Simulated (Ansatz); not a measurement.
YCoSi₂:
```yaml
crystal:
  lattice:
    - [2.01261, -8.09677, 0.00000]
    - [2.01261, 8.09677, 0.00000]
    - [0.00000, 0.00000, 3.95256]
  atoms:
    - { symbol: Y, position: [0.89139, 0.10861, 0.75000] }
    - { symbol: Y, position: [0.10861, 0.89139, 0.25000] }
    - { symbol: Co, position: [0.67939, 0.32061, 0.75000] }
    - { symbol: Co, position: [0.32061, 0.67939, 0.25000] }
    - { symbol: Si, position: [0.54333, 0.45667, 0.75000] }
    - { symbol: Si, position: [0.45667, 0.54333, 0.25000] }
    - { symbol: Si, position: [0.24986, 0.75014, 0.75000] }
    - { symbol: Si, position: [0.75014, 0.24986, 0.25000] }
```

Relaxed with r²SCAN. Special points in fractions of this cell's reciprocal vectors: Γ (0.000, 0.000, 0.000); Y (-0.500, 0.500, 0.000); C0 (-0.265, 0.735, 0.000); Σ0 (0.265, 0.265, 0.000); Z (0.000, 0.000, 0.500); A0 (0.265, 0.265, 0.500); E0 (-0.265, 0.735, 0.500); T (-0.500, 0.500, 0.500); S (0.000, 0.500, 0.000); R (0.000, 0.500, 0.500).

List the band energies nearest the Fermi level at these points for plane-wave PAW r²SCAN (Ansatz code).

In eV from the Fermi level; about four levels below and three above (degenerate sets whole), none deeper than 8.9 eV; points with the same levels are listed once.

```csv
k,below,above
Γ,-1.26 -0.54 -0.50 -0.13,0.15 0.53 1.76
Y,-1.31 -0.37 -0.30 -0.26,0.38 1.85 1.94
C0,-1.32 -1.13 -0.82 -0.36,0.21 0.38 1.29
Z,-0.77 -0.77 -0.03 -0.03,0.75 0.75 1.75 1.75
A0,-1.20 -1.20 -0.77 -0.77,3.03 3.03 4.28 4.28
T,-0.89 -0.89 -0.71 -0.71,1.21 1.21 2.07 2.07
S,-1.15 -0.63 -0.29 -0.25,0.54 1.28 1.72
R,-1.19 -1.19 -0.77 -0.77,2.99 2.99 4.42 4.42
```

Space group Cmcm. The first step of the workflow began from a Materials Project structure, measured or hypothetical; the Crystallography Open Database copy checked does not list it. Whether it is the stable phase at ambient conditions was not checked. The r²SCAN relaxation kept the symmetry of its start; whether a distortion lowers the energy is not shown. No spin polarisation was allowed. Scalar-relativistic: spin–orbit coupling is off unless named, which matters more the heavier the elements.

Potentials: the earlier of the program's two PAW sets.
